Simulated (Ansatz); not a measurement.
Sb, DFT, PBEsol, PAW with Ansatz's default frozen-core files, scalar-relativistic (Ansatz 0.2.0), run on 1 thread of Arm Neoverse V1 on a shared host.

The cell comes from COD entry 9013008, which wasn't checked; take it as a given geometry. The listed cell was then made from it by scaling, straining or moving an atom.

Command: `ansatz run input.yaml --threads 1 --pin off --max-ram 3072MiB --backend cpu --events-out ev --progress --plain --runs-dir out`

```yaml
crystal:
  lattice:
    - [3.16, 0.0316, 0.0316]
    - [0.0316, 3.16, 0.0316]
    - [0.0316, 0.0316, 3.16]
  atoms:
    - { symbol: Sb, position: [0.0, 0.0, 0.0] }
kpoints:
  mp_grid: { grid: [13, 13, 13] }
scf:
  occupations: { method: fermi_dirac, width: 0.05 }
hamiltonian:
  xc: pbesol
  pseudopotentials: { kind: paw }
output:
  forces: true
  stress: true
  eigenvalues: true
  efg: { contact_densities: true }
  write_density: true
  write_potential: true
  elf: true
  volumetric_format: npy
```

How large is the problem that the program sets up?

231 irreducible k-points, 619 plane waves at Γ, 12 bands.

Estimate the wall time and the peak memory.

8.4 s of wall time for 6 SCF iterations, with a peak of 0.39 GiB. Times on shared machines scatter by tens of per cent.

And the same cell and mesh by all-electron PAW (datasets made for this crystal), asked for forces, stress, eigenvalues, efg, on the same hardware?

6.9 s, peak memory 0.35 GiB.
